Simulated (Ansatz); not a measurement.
# Elastic constants of SnO: input and output

Method: Ansatz, DFT PBEsol, scalar-relativistic, plane waves, PAW.

Launched with:
```bash
ansatz run input.yaml --threads 1 --pin off --max-ram 4096MiB --backend cpu --events-out ev --progress --plain --runs-dir out
```

Input (bare energies are in eV):
```yaml
crystal:
  lattice:
    - [3.8008284495, 0.0, 0.0]
    - [0.0, 3.8008284495, 0.0]
    - [0.0, 0.0, 4.7352583715]
  atoms:
    - { symbol: Sn, position: [0.5, 0.0, 0.2439022707] }
    - { symbol: Sn, position: [0.0, 0.5, 0.7560977293] }
    - { symbol: O, position: [0.0, 0.0, 0.0] }
    - { symbol: O, position: [0.5, 0.5, 0.0] }
basis:
  ecutwfc: 420
kpoints:
  mp_grid: { grid: [12, 12, 10] }
hamiltonian:
  xc: pbesol
scf:
  occupations: { method: fermi_dirac, width: 0.15 }
output:
  forces: true
  stress: true
  eigenvalues: true
elastic:
  mode: relaxed_ion
  amplitude: 0.005
  stencil: two_point
```

From the output:
```
--- Elastic constants: 4 strain directions × 2 members + reference (group order 16) ---
  dense FFT box of the reference and of every strained cell: 27×27×32
  strains applied: 11, 33, 23, 12; error gains: componentwise 1.00 (the most a stress slope's error grows in a printed constant), spectral 1.41 (1 for all six strains in a standard setting)
  reference relaxed by the batch: 3 steps; max|allowed force component| 4.92e-4 eV/Å at the deck's positions, 6.55e-8 at the last accepted step, 6.29e-8 by the solve of record
  largest displacement 2.7e-5 Å; the constants are those of the deck's cell at these positions:
  atoms:
    - { symbol: Sn, position: [0.5, 0.0, 0.2439078675519212] }
    - { symbol: Sn, position: [8.790072827556182e-53, 0.5, 0.7560921324480788] }
    - { symbol: O, position: [-3.092731930526771e-39, 0.0, 0.0] }
    - { symbol: O, position: [0.5, 0.5, 0.0] }
  C = ∂σ_k/∂η_j (tension-positive GPa; Voigt order 11 22 33 23 13 12):
        97.138     84.114     12.232      0.000      0.000     -0.000
        84.114     97.138     12.232      0.000      0.000     -0.000
        12.179     12.179     41.026      0.000      0.000     -0.000
         0.000      0.000      0.000     29.494      0.000      0.000
         0.000      0.000      0.000      0.000     29.494      0.000
        -0.000     -0.000      0.000      0.000      0.000     85.922
  reference stress σ⁰ (GPa):     -0.002     -0.002      0.009     -0.000     -0.000     -0.000
  C* (energy form; C + prestress term) asymmetry max|C*_kj − C*_jk| = 4.098e-2 GPa — a small one proves nothing (zero by symmetry where the batch's group is 432, −43m or m−3m); a large one is finite-difference/SCF noise where every solve ...
  moduli (Voigt/Reuss/Hill, GPa): K = 50.26/33.28/41.77   G = 37.43/18.16/27.80   E = 68.26   ν = 0.228
  mechanically stable: yes (min eigenvalue of sym C = 13.02 GPa)
  strain η (Voigt 11):  stress-route row diagonal C_11 = 97.14 GPa, energy-path curvature d²(F+E_count+ΔE)/dδ²/Ω₀ = 97.17 GPa
         δ    σ_11 (GPa) F (eV) n_scf n_hpsi n_pw
    -5.000e-3      -0.4925      -13021.4275129      13  151422   1348   relax 5 steps, max|allowed force component| 2.14e-5 eV/Å
     5.000e-3       0.4789      -13021.4274769      14  159820   1360   relax 3 steps, max|allowed force component| 1.77e-5 eV/Å
  strain η (Voigt 33):  stress-route row diagonal C_33 = 41.03 GPa, energy-path curvature d²(F+E_count+ΔE)/dδ²/Ω₀ = 41.01 GPa
         δ    σ_33 (GPa) F (eV) n_scf n_hpsi n_pw
    -5.000e-3      -0.2029      -13021.4278322      14   91105   1349   relax 3 steps, max|allowed force component| 5.26e-7 eV/Å
     5.000e-3       0.2073      -13021.4277412      10   78836   1360   relax 3 steps, max|allowed force component| 1.03e-6 eV/Å
  strain η (Voigt 23):  stress-route row diagonal C_44 = 29.49 GPa, energy-path curvature d²(F+E_count+ΔE)/dδ²/Ω₀ = 29.47 GPa
         δ    σ_23 (GPa) F (eV) n_scf n_hpsi n_pw
    -5.000e-3      -0.1475      -13021.4278256      14  235825   1354   relax 6 steps, max|allowed force component| 2.00e-5 eV/Å
     5.000e-3       0.1475      -13021.4278256      14  235973   1354   relax 4 steps, max|allowed force component| 5.65e-6 eV/Å
  strain η (Voigt 12):  stress-route row diagonal C_66 = 85.92 GPa, energy-path curvature d²(F+E_count+ΔE)/dδ²/Ω₀ = 85.93 GPa
         δ    σ_12 (GPa) F (eV) n_scf n_hpsi n_pw
    -5.000e-3      -0.4296      -13021.4275372      13  133145   1360   relax 1 steps, max|allowed force component| 3.74e-5 eV/Å
     5.000e-3       0.4296      -13021.4275372      13  133244   1360   relax 1 steps, max|allowed force component| 3.74e-5 eV/Å
```

It took 21 min on 1 thread of Arm Neoverse V1 (shared host), peak memory 0.86 GiB.

In a metal, frequencies and elastic constants depend on the k mesh and the smearing, soft modes and shear constants most. Spin–orbit coupling is left out, which matters for heavy elements. A semilocal functional can close a gap that the real compound has.

The least eigenvalue is 13.0 GPa; in a metal on this mesh the verdict on stability isn't firm within about 20 GPa or a tenth of the bulk modulus.